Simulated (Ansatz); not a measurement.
# Zr (hcp, Mg type): map of one atom of the cell

Zr (hcp, Mg type)

```xyz
2
Lattice="3.2459 0.0000 0.0000 -1.6230 2.8110 0.0000 0.0000 0.0000 5.1512" Properties=species:S:1:pos:R:3 pbc="T T T"
Zr     0.0000     1.8740     3.8634
Zr     1.6230     0.9370     1.2878
```

Two-dimensional scan of atom 2 (Zr, nearest neighbour Zr at 3.185 Å; its periodic images, 3.2 Å or more away, move with it): u runs along (1.000, 0.000, 0.000), v along (0.000, 1.000, 0.000) (Cartesian). Cell and other atoms are fixed.

All values below come from r2SCAN (plane waves to 500 eV, PAW, scalar-relativistic; Ansatz, a first-principles code). k mesh 13×13×7 (Γ-centred), Fermi-Dirac smearing 0.05 eV. E stands for the smeared free energy. Stress and pressure are positive under compression. With partly filled bands, energies and forces of such displacements shift with the k mesh and the smearing. The PAW data are Ansatz's earlier set. Zr is run without spin polarisation. Zr was relaxed with its symmetry unable to fall. The zero of ΔE is the undisplaced structure. Axes are in Å.

ΔE (meV/cell), with u across and v down:

| v \ u | -0.800 | -0.533 | -0.267 | 0.000 | 0.267 | 0.533 | 0.800 |
|---|---|---|---|---|---|---|---|
| -0.800 | 227 | 293 | 334 | 353 | 334 | 293 | 227 |
| -0.533 | 218 | 197 | 156 | 138 | 156 | 197 | 218 |
| -0.267 | 215 | 154 | 77 | 41 | 77 | 154 | 215 |
| 0.000 | 247 | 128 | 41 | 0 | 41 | 128 | 247 |
| 0.267 | 373 | 175 | 74 | 41 | 74 | 175 | 373 |
| 0.533 | 548 | 278 | 150 | 134 | 150 | 278 | 548 |
| 0.800 | 647 | 356 | 224 | 206 | 224 | 356 | 647 |

P (GPa), with u across and v down:

```
v \ u   -0.800  -0.533  -0.267  0.000  0.267  0.533  0.800
------  ------  ------  ------  -----  -----  -----  -----
-0.800    -2.1    -2.4    -2.2   -2.0   -2.2   -2.4   -2.1
-0.533    -1.8    -1.8    -1.7   -1.6   -1.7   -1.8   -1.8
-0.267    -1.9    -1.1    -0.6   -0.4   -0.6   -1.1   -1.9
0.000     -2.2    -1.4    -0.4    0.0   -0.4   -1.4   -2.2
0.267     -2.1    -1.8    -0.9   -0.3   -0.9   -1.8   -2.1
0.533     -1.5    -2.1    -1.6   -1.0   -1.6   -2.1   -1.5
0.800     -1.1    -2.3    -2.1   -1.6   -2.1   -2.3   -1.1
```

Read from the data:

| Property | Value |
|---|---|
| Principal force constants in the plane (five-point differences of the forces) | 1.2 eV/Å², isotropic |
| Centre of the map | a minimum |
| Lowest place on the grid | u = 0.000 Å, v = 0.000 Å (0 meV/cell) |
| Highest place on the grid, met at several equal points | u = -0.800 Å, v = 0.800 Å; u = 0.800 Å, v = 0.800 Å (647 meV/cell) |

The 49 points together took about 19 core-minutes (a rough figure).

(A displaced cell: forces are minus the slopes of the energy, force constants its curvatures, and phonons follow from these.)
